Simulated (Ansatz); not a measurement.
**What DFT gives for Cs3GaAs6**

```yaml
crystal:
  lattice:
    - [0.00000, 5.16091, 5.16091]
    - [5.16091, 0.00000, 5.16091]
    - [5.16091, 5.16091, 0.00000]
  atoms:
    - { symbol: Cs, position: [0.75000, 0.75000, 0.75000] }
    - { symbol: Cs, position: [0.25000, 0.25000, 0.25000] }
    - { symbol: Cs, position: [0.00000, 0.00000, 0.00000] }
    - { symbol: Ga, position: [0.50000, 0.50000, 0.50000] }
    - { symbol: As, position: [0.29650, 0.70350, 0.70350] }
    - { symbol: As, position: [0.70350, 0.29650, 0.70350] }
    - { symbol: As, position: [0.70350, 0.29650, 0.29650] }
    - { symbol: As, position: [0.29650, 0.70350, 0.29650] }
    - { symbol: As, position: [0.70350, 0.70350, 0.29650] }
    - { symbol: As, position: [0.29650, 0.29650, 0.70350] }
```

Level: r2SCAN, no spin polarisation; 500 eV; 6×6×6 Γ-centred mesh; fermi-dirac occupations (width 0.1 eV); Ansatz 0.2.0, fixed geometry.

- Formation energy: 0.92 eV an atom against the elements' usual phases (free molecules for gases, crystals otherwise, with no correction for O₂ or N₂), so at this geometry it isn't bound against them. Relaxing would lower it.
- Contacts: Ga–As at 2.10 Å: least valence density 0.76 e/Å³ and ELF 0.54 there. Cs–As at 3.06 Å: least valence density 0.18 e/Å³ and ELF 0.15 there. These are pseudo-fields; inside the PAW spheres they differ from the all-electron ones.
- Stress: The pressure is 18.2 GPa (compression positive), so with the atoms held at these fractions the cell would first expand; the forces are large, so a full relaxation may end otherwise.
- Electronic structure: It is a metal, with about 8 states/eV a cell as the mean within 0.25 eV of the Fermi level, mostly As p (89 %).

Origin: a known structure type with other elements, at an estimated volume, so it need not be a known compound. Caveats: many states at the Fermi level without spin polarisation, so a magnetic state may lie lower; the Fermi level lies in a narrow band between gaps, which spin or distortion may split; atoms or cell far from equilibrium.
